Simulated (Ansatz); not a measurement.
MgSe (rock salt)

Space group Fm-3m (No. 225); a = b = c = 5.4498 Å, α = β = γ = 90.00°

```csv
atom,site,symmetry,x,y,z
Se,4a,m-3m,0.0000,0.0000,0.0000
Mg,4b,m-3m,0.5000,0.5000,0.5000
```
(The calculation used a cell of 2 atoms; values per cell refer to that cell.)

The relaxed cell is deformed in two ways at once: its volume V is scaled, and at that volume it is stretched along z (the c axis of the conventional cell) so that c/a changes. Fractional atomic positions are held.

The numbers are results of PBEsol (plane waves to 420 eV, PAW, scalar-relativistic; Ansatz, an electronic-structure program), not measurements. k mesh 10×10×10 (Γ-centred), Fermi-Dirac smearing 0.05 eV. E stands for the smeared free energy. MgSe was relaxed with its symmetry unable to fall.

Changes of ΔE (meV/atom) from the point V/V₀ = 1.000, (c/a)/(c/a)₀ = 1.000 when one coordinate moves alone (two changes are said to add if the coupling is within 5 % of the smaller one, nearly so within 20 %):

```csv
point,change
"V/V₀ = 1.000, (c/a)/(c/a)₀ = 0.880",73.63
"V/V₀ = 1.000, (c/a)/(c/a)₀ = 0.940",15.91
"V/V₀ = 0.960, (c/a)/(c/a)₀ = 1.000",6.99
"V/V₀ = 0.980, (c/a)/(c/a)₀ = 1.000",1.68
"V/V₀ = 1.020, (c/a)/(c/a)₀ = 1.000",1.59
"V/V₀ = 1.040, (c/a)/(c/a)₀ = 1.000",6.14
"V/V₀ = 1.000, (c/a)/(c/a)₀ = 1.060",12.63
"V/V₀ = 1.000, (c/a)/(c/a)₀ = 1.120",46.15
```

Task: Do the two effects add at V/V₀ = 1.040, (c/a)/(c/a)₀ = 1.060? Give the computed change.

Result: The sum of the single changes is 6.14 + (12.63) = 18.77; the calculation gives 16.67, so the coupling contributes -2.10 (over 20 % of the smaller single change, not additive).

Task: What is the change at V/V₀ = 0.980, (c/a)/(c/a)₀ = 1.120, where both move, and how far is it from the sum?

Result: The sum of the single changes is 1.68 + (46.15) = 47.83; the calculation gives 52.07, so the coupling contributes 4.24 (over 20 % of the smaller single change, not additive).

(A scan under strain: stresses follow from slopes of the energy per volume, elastic moduli from its curvatures.)
